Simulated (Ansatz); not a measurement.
Consider the following.

ZrGeSe:
```
ZrGeSe
1.0
    3.72105     0.00000     0.00000
    0.00000     3.72105     0.00000
    0.00000     0.00000     8.35776
Zr Ge Se
2 2 2
Cartesian
  0.00000   1.86053   6.17574
  1.86053   0.00000   2.18202
  0.00000   0.00000   0.00000
  1.86053   1.86053   0.00000
  1.86053   0.00000   5.20444
  0.00000   1.86053   3.15331
```

This is the r²SCAN-relaxed structure.

### Question
All from r²SCAN (plane waves, PAW; program Ansatz), unless another level is named. Estimate the electronic character.

### Answer
metallic (no gap).

### Question
Predict the density of states at the Fermi level.

### Answer
0.04 states/eV per atom (mean over ±0.08 eV).

### Question
Give the formation energy from the elements (no fitted shifts).

### Answer
-114 kJ/mol of atoms.

Space group P4/nmm. The workflow started from a Materials Project entry (that database holds measured and hypothetical structures alike); the Crystallography Open Database files this formula in space group No. 129, but the cells were not matched. Its standing as an ambient phase is unchecked. The r²SCAN relaxation kept the symmetry of its start; its stability against distortions is not shown here. No spin polarisation was allowed. A small band overlap can be real or an error of a semilocal functional. The references are the lowest solids computed at this level, not always the standard phases. Scalar-relativistic: spin–orbit coupling is off unless named, which matters more the heavier the elements.

Potentials: the later of the program's two PAW sets.
